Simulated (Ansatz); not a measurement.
PtS (NiAs type, space group No. 194), a = b = 3.6952 Å, c = 5.5979 Å, α = β = 90.00°, γ = 120.00°.

Relaxed with r²SCAN.

Question: Tabulate the valence density and the electron localisation function along the shortest Pt–S contact (2.55 Å), the program Ansatz at the r²SCAN level (PAW).

Answer: 

```tsv
distance from Pt (Å)	density (e/Å³)	ELF
0.26	10.35	0.56
0.38	8.76	0.54
0.51	6.68	0.53
0.64	4.43	0.49
0.77	2.47	0.42
0.89	1.25	0.33
1.02	0.74	0.25
1.15	0.54	0.24
1.28	0.47	0.34
1.40	0.50	0.53
1.53	0.61	0.72
1.66	0.78	0.83
1.79	0.98	0.86
1.91	1.13	0.81
2.04	1.11	0.63
2.17	0.87	0.27
2.30	0.52	0.03
```

The density is the valence pseudo-density with augmentation charge, so density and ELF within about 1 Å of a nucleus are not all-electron values.

Space group P6_3/mmc (NiAs type). The start of the workflow was typed in or built on a structure type; neither database checked (COD, Materials Project) lists it. COD files the formula under space group No. 131. Whether it is the stable phase at ambient conditions was not checked. Symmetry was held in the r²SCAN relaxation; its stability against distortions is not shown here. No spin polarisation was allowed. Scalar-relativistic: spin–orbit coupling is off unless named, which matters more the heavier the elements.

Potentials: the earlier of the program's two PAW sets.
